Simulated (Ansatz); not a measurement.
**Vibrational response of Ta3Ru at 2 GPa**

The calculation used Ansatz, DFT LDA, scalar-relativistic, plane waves, PAW. Plane waves to 420 eV; Γ-centred k mesh 12×12×12; Fermi-Dirac smearing of 0.15 eV. No spin polarisation. Phonons by linear response, acoustic sum rule imposed.

The cell, relaxed at 2 GPa:
```yaml
crystal:
  lattice:
    - [0.00000, 3.16539, 3.16539]
    - [3.16539, 0.00000, 3.16539]
    - [3.16539, 3.16539, 0.00000]
  atoms:
    - { symbol: Ta, position: [0.25000, 0.25000, 0.25000] }
    - { symbol: Ta, position: [0.75000, 0.75000, 0.75000] }
    - { symbol: Ta, position: [0.50000, 0.50000, 0.50000] }
    - { symbol: Ru, position: [0.00000, 0.00000, 0.00000] }
```

In a metal, frequencies and elastic constants depend on the k mesh and the smearing, soft modes and shear constants most. Spin–orbit coupling is left out, which can shift energies with elements as heavy as these.

Question: Is this structure stable against zone-centre distortions?

Answer: Yes, at Γ: no optical mode is imaginary. Strains and other wave vectors aren't tested by this run.

Question: List the optical modes at Γ (i marks imaginary ones).

Answer:
| frequency (THz) | degeneracy |
| --- | --- |
| 4.96 | 3 |
| 5.70 | 3 |
| 5.82 | 3 |

Cost: 1 run of about 2.6 core-minutes, on Arm Neoverse V2 (shared hosts).